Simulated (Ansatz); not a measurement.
CdPt (P4/mmm) as a metal

```xyz
2
Lattice="2.9430 0.0000 0.0000 0.0000 2.9430 0.0000 0.0000 0.0000 3.8405" Properties=species:S:1:pos:R:3 pbc="T T T"
Cd    0.0000    0.0000    0.0000
Pt    1.4715    1.4715    1.9203
```

Level of theory, where no other is named: PBEsol, all-electron LAPW in Ansatz 0.2.0, with spin-orbit coupling. k mesh 14×14×10, fine mesh 14×14×12, Fermi-Dirac smearing of 0.100 eV, basis error target 1 meV/atom. The cell was relaxed by PAW under this functional. The structure is one entry of a database and needn't be the stable phase.

Levels and slopes are solved on a 14×14×12 mesh, and each state is taken as quadratic over its cell.

Task: What is the density of states at the Fermi level, and which bare Sommerfeld coefficient follows?

Result: N(E_F) = 0.279 states/eV/atom (both spins), so γ = (π²/3) k_B² N(E_F) = 0.658 mJ/(mol-atom K²) without electron-phonon or spin-fluctuation enhancement.

Task: What Drude plasma energy and σ/τ do the band velocities give?

Result: (ħω_p,α)² = (e²/ε₀VN_k) Σ_nkσ (∂E/∂k_α)² δ(E − E_F) gives ħω_p = (6.30, 6.30, 7.83) eV along x, y, z, and σ/τ = ε₀ω_p² = 8.12×10²⁰ Ω⁻¹m⁻¹s⁻¹ along x. Weighted by the density of states, the mean Fermi speed is 0.985×10⁶ m/s; the surface has an area of 13.5 Å⁻² for each spin direction.

Task: Which bands cross the Fermi level, and what do they carry?

Result: 

```tsv
band	filled part	N (states/eV/cell)	speed (10⁶ m/s)	5th to 95th percentile	area (Å⁻²)	filling
1	0.99	0.0401	0.428	0.28 to 0.62	0.842	nearly full
2	0.99	0.0401	0.428	0.28 to 0.62	0.842	nearly full
3	0.85	0.116	1.07	0.38 to 1.44	6.08	partly filled
4	0.85	0.116	1.07	0.38 to 1.44	6.08	partly filled
5	0.16	0.123	1.09	0.75 to 1.34	6.58	partly filled
6	0.16	0.123	1.09	0.75 to 1.34	6.58	partly filled
```

Task: Map the plane k₃ = 0 of the mesh: how many bands lie under the Fermi level at each point, counted from the least on the plane?

Result: k₁ runs to the right and k₂ upwards, each from −½ to ½ with 0 in the middle (the axes needn't be at right angles):
```
22222222222222
22222222222222
22222222222222
22222222222222
22222222222222
22222222222222
22222222222222
22222222222222
22222222222222
22222222222222
22222222222222
22222222222222
22222222222222
02222222222222
```

Task: What does PAW give for the same cell?

Result: N(E_F) = 0.279 states/eV/atom and ħω_p,x = 6.30 eV.

Task: And without spin-orbit coupling?

Result: N(E_F) = 0.271 states/eV/atom and ħω_p,x = 6.66 eV, on a 20×20×16 mesh.

Known limits: these sums move with the mesh, by several per cent and more for small sheets; the frozen-core PAW files of the compared runs were fitted under PBE, their cores solved anew for this functional.
